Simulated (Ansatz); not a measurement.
CaF2:
```yaml
crystal:
  lattice:
    - [5.90341, 0.00000, 0.00000]
    - [0.00000, 3.56420, 0.00000]
    - [0.00000, 0.00000, 6.95220]
  atoms:
    - { symbol: Ca, position: [0.25052, 0.25000, 0.89165] }
    - { symbol: Ca, position: [0.74948, 0.75000, 0.10835] }
    - { symbol: Ca, position: [0.24948, 0.75000, 0.39165] }
    - { symbol: Ca, position: [0.75052, 0.25000, 0.60835] }
    - { symbol: F, position: [0.48171, 0.25000, 0.16272] }
    - { symbol: F, position: [0.51829, 0.75000, 0.83728] }
    - { symbol: F, position: [0.01829, 0.75000, 0.66272] }
    - { symbol: F, position: [0.98171, 0.25000, 0.33728] }
    - { symbol: F, position: [0.64204, 0.75000, 0.42429] }
    - { symbol: F, position: [0.35796, 0.25000, 0.57571] }
    - { symbol: F, position: [0.85796, 0.25000, 0.92429] }
    - { symbol: F, position: [0.14204, 0.75000, 0.07571] }
```

Relaxed with PBEsol. 

Problem. HSE06 on this cell (Ansatz, a first-principles code, PAW) gives a gap of 10.09 eV. What does PBEsol give?

Solution. 7.71 eV.

Cost on shared cores: the PBEsol run (SCF on a 5×8×4 mesh, then bands and DOS) roughly 3 core-minutes, the HSE06 run (SCF on 3×5×3, then a few points) very roughly 14 core-minutes; the tasks are unlike.

Space group Pnma. The first step of the workflow began from a Materials Project structure, measured or hypothetical; the Crystallography Open Database copy checked does not list it. It is not the phase usual at ambient conditions (space group No. 225). Symmetry was held in the PBEsol relaxation; whether a distortion lowers the energy is not shown.

Potentials: the earlier of the program's two PAW sets.

Ansatz is a plane-wave DFT program.
